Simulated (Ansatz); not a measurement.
The guess for Si2SnB3 was made by a generator: species swapped into a database cell of Pr2In3Cu (P3m1, No. 156), with Si on the Pr sites, B on the In sites and Sn on the Cu sites. Lengths were set from tabulated atomic sizes, so they are only a guess.

```yaml
crystal:
  lattice:
    - [3.95430, 0.00000, 0.00000]
    - [-1.97715, 3.42453, 0.00000]
    - [0.00000, 0.00000, 6.41305]
  atoms:
    - { symbol: Si, position: [0.66667, 0.33333, 0.72572] }
    - { symbol: Si, position: [0.66667, 0.33333, 0.26332] }
    - { symbol: Sn, position: [0.33333, 0.66667, 0.53775] }
    - { symbol: B, position: [0.00000, 0.00000, 0.48336] }
    - { symbol: B, position: [0.00000, 0.00000, 0.04940] }
    - { symbol: B, position: [0.33333, 0.66667, 0.94045] }
```

These are results of DFT PBE, scalar-relativistic, plane waves, PAW in Ansatz, not measurements. Cutoff 420 eV, Gaussian smearing, Γ-centred meshes. Cell and atoms relax first on a coarse mesh, the cell is then made exact in the group found at 0.06 to 0.08 Å, and last on a converged mesh; the steps can't lower the symmetry of their start. No spin polarisation.

A guess keeps its type if space group and coordination stay and the shape of the cell changes little (axis ratios within about 15 %, angles within 6°); the volume may change.

**Question.** Does this structure survive the relaxation?

**Answer.** It doesn't keep its type. The symmetry stays P3m1 (No. 156). The volume per atom shrinks by 5.8 %, from 14.5 to 13.6 Å³. The shortest distance goes from 2.31 Å (Sn–B) to 1.72 Å (B–B). The ratio c/a of the conventional cell changes by a factor of 1.80. Counting neighbours within 15 % of an atom's shortest distance, the start has B 3/6/7, Si 10, Sn 7 and the end B 1/4/6, Si 3, Sn 12. In detail, at the end around Si on its first site lie 3 B at 2.13 Å, 3 B at 2.45 Å, 6 Si at 3.19 Å and 3 Sn at 3.32 Å; Sn is surrounded by 3 Si at 3.10 Å, 6 Sn at 3.19 Å, 3 Si at 3.32 Å and 4 B at 3.69–3.84 Å; around B on its first site lie 1 B at 1.72 Å, 3 Si at 1.97 Å, 3 B at 2.92 Å, 6 B at 3.19 Å, 6 B at 3.62 Å and 3 Sn at 3.69 Å; 3 more sites not described.

```yaml
crystal:
  lattice:
    - [3.18574, 0.00000, 0.00000]
    - [-1.59287, 2.75893, 0.00000]
    - [0.00000, 0.00000, 9.30581]
  atoms:
    - { symbol: Si, position: [0.66667, 0.33333, 0.86913] }
    - { symbol: Si, position: [0.66667, 0.33333, 0.30409] }
    - { symbol: Sn, position: [0.33333, 0.66667, 0.57178] }
    - { symbol: B, position: [0.00000, 0.00000, 0.22745] }
    - { symbol: B, position: [0.00000, 0.00000, 0.04316] }
    - { symbol: B, position: [0.33333, 0.66667, 0.98439] }
```

The last run used a 12×12×4 mesh (in the run's order of axes) for its 6-atom cell and Gaussian smearing of 0.10 eV. The cell is a metal run without spin; a magnetic state may lie lower. Symmetry constrained the relaxation, so the result can be a saddle point. Another cell of the same search, in Cmm2, lies 83 meV/atom lower, so this cell isn't the stable form at this level.

In counts of neighbours, a slash parts the counts of unlike sites.
